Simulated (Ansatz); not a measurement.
C:
```yaml
crystal:
  lattice:
    - [-2.18397, 2.18397, 2.18397]
    - [2.18397, -2.18397, 2.18397]
    - [2.18397, 2.18397, -2.18397]
  atoms:
    - { symbol: C, position: [0.50000, 0.75000, 0.25000] }
    - { symbol: C, position: [0.25000, 0.50000, 0.75000] }
    - { symbol: C, position: [0.75000, 0.50000, 0.25000] }
    - { symbol: C, position: [0.50000, 0.25000, 0.75000] }
    - { symbol: C, position: [0.25000, 0.75000, 0.50000] }
    - { symbol: C, position: [0.75000, 0.25000, 0.50000] }
```

Relaxed with r²SCAN.

Map the valence electron density (e/Å³), cut off at 2 on the plane through (0.250, 0.500, 0.750) spanned by u = [1, 1, 0] and v = [1, 0, 1] in lattice vectors, from r²SCAN (plane waves, PAW; program Ansatz).

x is the fraction of u, y of v (the angle between them is 90°; rows are the nearest grid lines); atoms in the plane: C at (0.00, 0.00), C at (0.00, 0.50), C at (0.25, 0.75), C at (0.75, 0.75).
```
y \ x   0.000  0.0909  0.182  0.273  0.364  0.455  0.545  0.636  0.727  0.818  0.909   1.00
------  -----  ------  -----  -----  -----  -----  -----  -----  -----  -----  -----  -----
1.00     1.69    1.62  0.753  0.289  0.125  0.070  0.070  0.125  0.289  0.754   1.62   1.69
0.909    1.68    1.76   1.35  0.834  0.439  0.233  0.233  0.439  0.834   1.35   1.76   1.68
0.864    1.27    1.51   1.70   1.29  0.766  0.384  0.384  0.766   1.29   1.70   1.51   1.27
0.773   0.621    1.07   1.80   1.71   1.46  0.687  0.687   1.46   1.71   1.80   1.07  0.621
0.682   0.848    1.23   1.88   1.62   1.16  0.560  0.560   1.16   1.62   1.88   1.23  0.848
0.636    1.27    1.51   1.70   1.29  0.766  0.384  0.384  0.766   1.29   1.70   1.51   1.27
0.545    1.77    1.82   1.02  0.489  0.236  0.130  0.130  0.236  0.489   1.02   1.82   1.77
0.455    1.77    1.36  0.542  0.176  0.068  0.038  0.038  0.068  0.176  0.542   1.36   1.77
0.364    1.27   0.812  0.272  0.077  0.025  0.013  0.013  0.025  0.077  0.272  0.812   1.27
0.318   0.848   0.556  0.199  0.057  0.018  0.009  0.009  0.018  0.057  0.199  0.556  0.848
0.227   0.621   0.423  0.161  0.048  0.015  0.007  0.007  0.015  0.048  0.161  0.423  0.621
0.136    1.27   0.812  0.272  0.077  0.025  0.013  0.013  0.025  0.077  0.272  0.812   1.27
0.0909   1.68    1.11  0.384  0.112  0.039  0.021  0.021  0.039  0.112  0.384   1.11   1.68
0.000    1.69    1.62  0.753  0.289  0.125  0.070  0.070  0.125  0.289  0.754   1.62   1.69
```

The density is the valence pseudo-density with augmentation charge, so density and ELF within about 1 Å of a nucleus are not all-electron values.

Space group Im-3m. The start of the workflow was typed in or built on a structure type; neither database checked (COD, Materials Project) lists it. It is not the phase usual at ambient conditions (space group No. 194, 227). Symmetry was held in the r²SCAN relaxation; its stability against distortions is not shown here.

Potentials: the later of the program's two PAW sets.
